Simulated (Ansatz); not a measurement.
CdTe:
```cif
data_Cd4Te4
_chemical_formula_sum 'Te4 Cd4'
_space_group_name_H-M_alt 'F-43m'
_space_group_IT_number 216
_space_group_name_Hall 'F -4 2 3'
_cell_length_a 6.55782
_cell_length_b 6.55782
_cell_length_c 6.55782
_cell_angle_alpha 90.000
_cell_angle_beta 90.000
_cell_angle_gamma 90.000
loop_
_atom_site_label
_atom_site_type_symbol
_atom_site_symmetry_multiplicity
_atom_site_Wyckoff_symbol
_atom_site_fract_x
_atom_site_fract_y
_atom_site_fract_z
_atom_site_occupancy
Te1 Te 4 c 0.25000 0.25000 0.25000 1
Cd1 Cd 4 a 0.00000 0.00000 0.00000 1
```
(The calculation used a cell of 2 atoms; values per cell refer to that cell.)

Relaxed with r²SCAN. Independent-particle spectrum: no excitons, no local fields, no scissors shift; 0.1 eV broadening; ε₁ of the summed bands alone.

Tabulate the dielectric function from plane-wave PAW r²SCAN (Ansatz code).



```csv
E (eV),ε₁ xx,ε₂ xx
0.0,7.53,0.00
0.3,7.58,0.00
0.6,7.74,0.00
0.9,8.07,0.00
1.2,8.87,0.39
1.5,8.87,1.13
1.8,8.99,1.44
2.1,9.36,1.80
2.4,10.07,2.31
2.7,11.48,3.53
3.0,10.60,8.64
3.3,7.14,7.79
3.6,6.45,6.89
3.9,6.65,6.47
4.2,7.71,6.77
4.5,10.08,9.69
4.8,1.24,18.06
5.1,-2.77,10.09
5.4,-1.57,6.88
5.7,-0.01,5.79
6.0,2.21,7.83
6.3,-1.85,8.13
6.6,-3.21,6.37
6.9,-2.95,4.84
7.2,-2.69,4.47
7.5,-3.13,3.61
7.8,-2.92,2.51
8.1,-2.08,1.80
8.4,-1.60,1.91
8.7,-1.53,1.68
9.0,-1.30,1.64
9.3,-1.22,1.33
9.6,-0.91,1.29
9.9,-0.92,1.22
10.2,-0.87,1.00
10.5,-0.58,0.87
10.8,-0.46,0.89
11.1,-0.34,0.84
11.4,-0.22,0.89
11.7,-0.32,0.96
12.0,-0.34,0.70
```

From ε at 2.1 eV (xx: 9.36 + 1.80i), find n, k, the normal reflectivity and the absorption coefficient.

n = 3.07, k = 0.293, R = 26 %, α = 2kE/ħc = 62000 cm⁻¹.

With all bands, ε∞ without local fields is 7.68.

The r²SCAN relaxation kept the symmetry of its start; of distortions, only those at the zone centre were tested. Scalar-relativistic: spin–orbit coupling is off unless named, which matters more the heavier the elements.

Potentials: the later of the program's two PAW sets.
